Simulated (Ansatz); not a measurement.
A relaxed cell of SnTe (Fm-3m (No. 225)), relaxed on a k-mesh at least as fine as the one used below. Level of theory: PBE (plane waves to 420 eV, PAW, scalar-relativistic; Ansatz, a quantum-chemistry and plane-wave program). Γ-centred k-mesh 9×9×9 on the run's cell (coarser than for final values), Fermi–Dirac smearing 0.05 eV.

```
CELL_PARAMETERS angstrom
      0.00000     3.20477     3.20477
      3.20477     0.00000     3.20477
      3.20477     3.20477     0.00000
ATOMIC_POSITIONS crystal
  Sn 0.50000 0.50000 0.50000
  Te 0.00000 0.00000 0.00000
```

The atoms are displaced along an unstable phonon of this cell by (Å):

```csv
atom,ux,uy,uz
Sn1,0.000,0.000,-0.150
Te2,0.000,0.000,0.140
```

Question: What forces (eV/Å) and pressure result?

Answer: 
```json
[
 {"atom": "Sn1", "Fx": "0.00", "Fy": "0.00", "Fz": "0.32"},
 {"atom": "Te2", "Fx": "0.00", "Fy": "0.00", "Fz": "-0.32"}
]
```

Pressure +1.0 GPa.

Question: Estimate the energy cost of the displacement in the harmonic approximation and compare with the calculation.

Answer: For a harmonic well ΔE = −½ Σ F·u = 0.046 eV a cell, or 23 meV/atom. The calculated energy relative to the undisplaced cell is +0.010 eV/atom, so anharmonic terms matter at this amplitude.

No spin polarisation in the result.

The run that gave the undisplaced cell could not lose the symmetry of its start.
